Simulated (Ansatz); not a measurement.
**CsCu$_{2}$Br$_{3}$: input and output**

input.yaml (Ansatz 0.2.0)

```yaml
crystal:
  lattice:
    - [4.94251, 6.182519, 0.0]
    - [4.94251, -6.182519, 0.0]
    - [0.0, 0.0, -5.821325]
  atoms:
    - { symbol: Cs, position: [0.678, 0.322, 0.75] }
    - { symbol: Cs, position: [0.322, 0.678, 0.25] }
    - { symbol: Cu, position: [0.844, 0.844, 0.0] }
    - { symbol: Cu, position: [0.156, 0.156, 0.5] }
    - { symbol: Cu, position: [0.156, 0.156, 0.0] }
    - { symbol: Cu, position: [0.844, 0.844, 0.5] }
    - { symbol: Br, position: [0.1181, 0.8819, 0.75] }
    - { symbol: Br, position: [0.8819, 0.1181, 0.25] }
    - { symbol: Br, position: [0.596, 0.8332, 0.75] }
    - { symbol: Br, position: [0.404, 0.1668, 0.25] }
    - { symbol: Br, position: [0.8332, 0.596, 0.25] }
    - { symbol: Br, position: [0.1668, 0.404, 0.75] }
  symmetry: { tolerance: 0.0003 }
kpoints:
  mp_grid: { grid: [4, 4, 6], shift: [0, 0, 0] }
  band_path:
    path:
      - [0.0, 0.0, 0.0]
      - [0.5, -0.5, 0.0]
      - [0.5902267, -0.4097733, 0.0]
      - [0.4097733, 0.4097733, 0.0]
      - [0.0, 0.0, 0.0]
      - [0.0, 0.0, -0.5]
      - [0.4097733, 0.4097733, -0.5]
      - [0.5902267, -0.4097733, -0.5]
      - [0.5, -0.5, -0.5]
      - [0.5, -0.5, 0.0]
      - [0.0, 0.0, 0.0]
    npoints: 7
magnetization:
  spin_polarized: false
scf:
  occupations: { method: gaussian, width: 0.0289 }
  lower_state_search: "off"
  max_iter: 200
hamiltonian:
  pseudopotentials: { kind: paw }
  xc: r2scan
basis:
  ecutwfc: 500
  fft_grid_basis: typed
output:
  forces: true
  stress: true
  eigenvalues: true
  bader: true
  populations: true
  elf: true
  write_potential: true
  volumetric_format: npy
  dos:
    e_range: [-12, 8]
    de: 0.05
    projected: { site_lists: { Br: [Br], Cs: [Cs], Cu: [Cu] } }
checkpoint:
  read: saved_state
```

Command:

```sh
ansatz run input.yaml --threads 1 --pin off --max-ram 2560MiB --backend cpu --events-out ev --progress --plain --runs-dir out
```

The run starts from an earlier solution of this cell. 

Parts of the output:

```
Pseudopotentials: kind: paw
Pseudopotential: Cs, paw, valence charge 9, recommended cutoff 500 eV (meta_gga), Cs.paw.azcp
Pseudopotential: Cu, paw, valence charge 19, recommended cutoff 500 eV (meta_gga), Cu.paw.azcp
Pseudopotential: Br, paw, valence charge 7, recommended cutoff 500 eV (meta_gga), Br.paw.azcp
Functional definition: r2SCAN
  exchange = r2scan_x(k0 = k0, k1 = k1, a1 = a1)
  correlation = r2scan_c
Crystal: 12 atoms, lattice volume = 355.766 Å³
Basis set: ecut = 500 eV, 9009 PW (Γ), exchange–correlation on 240×240×180 points (64 copies of the dense FFT grid, shifted against one another)
Bands: 82, of which v1, the nominal top of the filled ones, is band 68 counted from 1 (67 counted from 0)
Symmetry: 8 space group operations
Space group: Cmcm (ITA 63), of the structure as read, at distance tolerance 2.1e-3 Å
k-points: 28 of 96
Initial density: read from a saved state, or passed on in memory by an earlier SCF of this step, an earlier step, the calling program or the single point that the run made first
Functional: x = r2scan, c = r2scan; τ floored in thin density (d = 2e-4 eV/Å³)
SCF iter   1: F=-54665.1876 eV  Δρ=6.66e-4  dr2=6.45e-4  dr2_τ=1.83e-4
SCF iter   2: F=-54665.1878 eV  Δρ=3.48e-4  dr2=2.22e-4  dr2_τ=6.68e-5  defer=7
SCF iter   3: F=-54665.1877 eV  Δρ=3.33e-4  dr2=2.22e-4  dr2_τ=2.05e-6  defer=7
SCF iter   4: F=-54665.1879 eV  Δρ=4.52e-5  dr2=8.41e-6  dr2_τ=5.14e-7  defer=7
SCF iter   5: F=-54665.1878 eV  Δρ=1.18e-5  dr2=6.01e-7  dr2_τ=1.11e-7  defer=7
SCF iter   6: F=-54665.1878 eV  Δρ=5.17e-6  dr2=1.02e-7  dr2_τ=2.83e-9  defer=7
SCF iter   7: F=-54665.1878 eV  Δρ=8.83e-7  dr2=3.48e-9  dr2_τ=1.22e-10
Free energy (F): -54665.1878 eV
Harris-Foulkes:  -54665.1878 eV  (|F-HF|=1.29e-9)
Internal energy: -54665.1878 eV  (E = F + TS)
E sigma→0 (E₀):  -54665.1878 eV
Fermi energy:    6.1536 eV
--- Forces (eV/Å), atoms counted from 1 ---
  atom   1  Cs     0.0000    -0.0016     0.0000
  atom   2  Cs     0.0000     0.0016     0.0000
  atom   3  Cu     0.0783     0.0000     0.0000
  atom   4  Cu    -0.0783     0.0000     0.0000
  atom   5  Cu    -0.0783     0.0000     0.0000
  atom   6  Cu     0.0783     0.0000     0.0000
  atom   7  Br     0.0000    -0.1747     0.0000
  atom   8  Br     0.0000     0.1747     0.0000
  atom   9  Br     0.0930     0.0556     0.0000
  atom  10  Br    -0.0930    -0.0556     0.0000
  atom  11  Br     0.0930    -0.0556     0.0000
  atom  12  Br    -0.0930     0.0556     0.0000
--- Stress (GPa, compression-positive) ---
       -0.4622       0.0000       0.0000
        0.0000      -0.2399       0.0000
        0.0000       0.0000      -0.8578
  P = ⅓ Tr σ = -0.5200 GPa (-5.200 kbar)
--- Löwdin populations: 12 sites ---
  site symbol       q [e]
     0     Cs      8.2660
     1     Cs      8.2660
     2     Cu     18.4782
     3     Cu     18.4782
     4     Cu     18.4782
     5     Cu     18.4782
     6     Br      7.4320
     7     Br      7.4320
     8     Br      7.5015
     9     Br      7.5015
    10     Br      7.5015
    11     Br      7.5015
  spilling = 0.0050 (of n_electrons = 136.0000)
--- Bader charges: 12 sites ---
  site symbol  charge [e]  shift [e]
     0     Cs      0.8623     0.0000
     1     Cs      0.8623     0.0000
     2     Cu      0.5055     0.0017
     3     Cu      0.5055     0.0017
     4     Cu      0.5055     0.0017
     5     Cu      0.5055     0.0017
     6     Br     -0.5920     0.0024
     7     Br     -0.5920     0.0024
     8     Br     -0.6406     0.0005
     9     Br     -0.6406     0.0005
    10     Br     -0.6406     0.0005
    11     Br     -0.6406     0.0005
```

Origin: a database entry at a rescaled volume.

Cost: 3.1 min on 1 thread of Intel(R) Xeon(R) 6975P-C (Granite Rapids), on a shared host, peak memory 2.2 GiB (start from a saved density).
